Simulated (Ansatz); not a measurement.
**ScSi3 (AuCu3-type structure)**

Method: PBE, scalar-relativistic; no spin polarisation; PAW, 420 eV, 8×8×8 k-mesh, Gaussian smearing of 0.05 eV; code Ansatz. The datasets are Ansatz's generated set soft_2.

```xyz
4
Lattice="3.9656 0.0000 0.0000 0.0000 3.9656 0.0000 0.0000 0.0000 3.9656" Properties=species:S:1:pos:R:3 pbc="T T T"
Sc    0.0000    0.0000    0.0000
Si    0.0000    1.9828    1.9828
Si    1.9828    1.9828    0.0000
Si    1.9828    0.0000    1.9828
```

This is a trial structure made by placing the elements on a prototype's sites, so it needn't be the stable form.

The cell is relaxed to zero pressure at this level.

Path: Γ–X–M–Γ–R–X | R–M, with Γ = (0.000, 0.000, 0.000), X = (0.000, 0.500, 0.000), M = (0.500, 0.500, 0.000), R = (0.500, 0.500, 0.500) in reciprocal vectors of the calculation's cell.

**Question.** Is it a metal or an insulator, and if it has a gap, where are the band edges on this path?

**Answer.** A metal: bands cross the Fermi level.

Bands as a text map, energy in eV from the Fermi level (dashes), each leg drawn with the same width:
```
  5.57 |  * **   *******  * *     *    * **    * ****
  5.14 |  ***     * * * *  *     **   * **         **
  4.71 |   **      *    ***   ****      *       *    
  4.29 |  *          * ** **    **       *        *  
  3.86 |   *      **** *  *** * * *    *         **  
  3.43 | ****   ** *  * *   *  *   **** * * **** * **
  3.00 |***  ********     * ** *  *   ** ***   **    
  2.57 |*       * *     **   **  *      * *    *     
  2.14 |    **   *   ******** *** ********  *********
  1.71 | * *  *  **** *  ***     **    ****     *****
  1.29 |  *  **********  ***  ****    * ****   *  ***
  0.86 |*****     ** * **   ***    * *  *    **      
  0.43 | **      *      **  *       *    *  *        
  0.00 |---*---**---*---------*-*--------***-------*-
 -0.43 |    * *    * ***   *              *         *
 -0.86 |    ********* **  **   *         * *        *
 -1.29 |         **     **              * *        * 
 -1.71 |    **   * *    *        *                   
 -2.14 |   *  *     **** ***   *          *        **
 -2.57 |        *   *  *        *      * *        *  
 -3.00 |  *    **  *    * *               **     *   
 -3.43 | *    *****      **** *  **     ** *     *   
 -3.86 |******    *        ***        * * *     *    
 -4.29 |    **  *             *   *    * *     **    
 -4.71 |   *       *    *          **** * * ***      
 -5.14 |***      *           * *       *      **     
 -5.57 | *          *  *    * * **    *  *      **   
 -6.00 |          *  **    *      ** *        *   ***
        Γ      X      M      Γ      R      XR       M
```

The calculation's cell holds 23 valence electrons, an odd number. Without magnetic order each band takes two, so one stays part-filled and the crystal must be a metal. (Only strong correlation, outside this picture, could make a Mott insulator of it.)

Cost: 14 s on 2 threads of Arm Neoverse V1, on a shared host, peak memory 0.35 GiB.

Spin polarisation wasn't tried.
